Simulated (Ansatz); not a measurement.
## HfC (Fm-3m), stationary points along a deformation path

The calculation used Ansatz, DFT PBEsol, scalar-relativistic, plane waves, PAW. Settings: plane waves to 420 eV, k-mesh 20×20×20 (Γ-centred), Gaussian smearing 0.15 eV. Spin–orbit coupling is left out, which can shift energies with elements as heavy as these. No spin polarisation. Energies are free energies at this smearing, counted from the undisturbed cell; pressure is positive in compression.

Zero of the scan (as given, not relaxed at this level; it stands at -6.5 GPa):

```xyz
2
Lattice="0.0000 2.3250 2.3250 2.3250 0.0000 2.3250 2.3250 2.3250 0.0000" Properties=species:S:1:pos:R:3 pbc="T T T"
Hf    2.3250    2.3250    2.3250
C     0.0000    0.0000    0.0000
```

At fixed volume and fractional coordinates, lengths along (0.000, 0.000, 1.000) are scaled against those across it; ρ is that ratio over its starting value. V = 12.568 Å³/atom. Δσ is the stress along the axis less the mean stress across it (compression positive).

| ρ | ΔE (meV/atom) | Δσ (GPa) | space group |
| --- | --- | --- | --- |
| 0.650 | 2796.7 | 259.54 | I4/mmm |
| 0.707 | 1763.7 | 211.76 | I4/mmm |
| 0.780 | 833.5 | 146.35 | I4/mmm |
| 0.850 | 321.4 | 83.26 | I4/mmm |
| 0.920 | 76.8 | 36.91 | I4/mmm |
| 0.960 | 17.6 | 16.81 | I4/mmm |
| 1.000 | 0.0 | 0.00 | Fm-3m |
| 1.050 | 23.0 | -17.63 | I4/mmm |
| 1.100 | 84.5 | -32.72 | I4/mmm |
| 1.200 | 295.4 | -59.94 | I4/mmm |
| 1.300 | 600.9 | -86.15 | I4/mmm |
| 1.414 | 1039.5 | -113.51 | I4/mmm |
| 1.500 | 1421.9 | -134.42 | I4/mmm |

How does the stress give the slope of the energy, and where is the energy stationary?

Along the path d ln(length) is 2/3 d ln ρ on the axis and −1/3 d ln ρ across it, so dE/d ln ρ = −(2/3) V Δσ: the energy falls with ρ where Δσ is positive. Δσ vanishes or changes sign at ρ = 1.000 (Fm-3m), a minimum at 0.0 meV/atom. Pairs of stationary points between two samples would go unseen, and could change a minimum read from distant neighbours into a maximum. At ρ = 1.000 the cell is cubic, where symmetry alone makes the stress isotropic and the slope zero.

Which shear constant sets the curvature at ρ = 1?

For a cubic crystal E/V = (2/3) C (ln ρ)² with C = C′ = (C11 − C12)/2, so Δσ = −2C ln ρ. The parabola of Δσ against ln ρ through ρ = 0.960, 1 and 1.050 gives C ≈ 194 GPa with the ions clamped, rough because the steps are large. It is the stress–strain coefficient at this cell's pressure of -6.5 GPa, not the zero-pressure constant.

Integrate that slope from ρ = 1 to 0.850 by the trapezoid rule.

With V/N in Å³ and 1 eV/Å³ = 160.2 GPa the slopes at ρ = 1.000, 0.960, 0.920, 0.850 are 0, -879, -1930, -4354 meV/atom per unit of ln ρ. The steps add 17.9 + 59.8 + 248.7 = 326.4 meV/atom, against 321.4 from the energies; the trapezoid rule misses the curvature of the slope within each step.

In a metal these slopes depend on the k mesh and the smearing.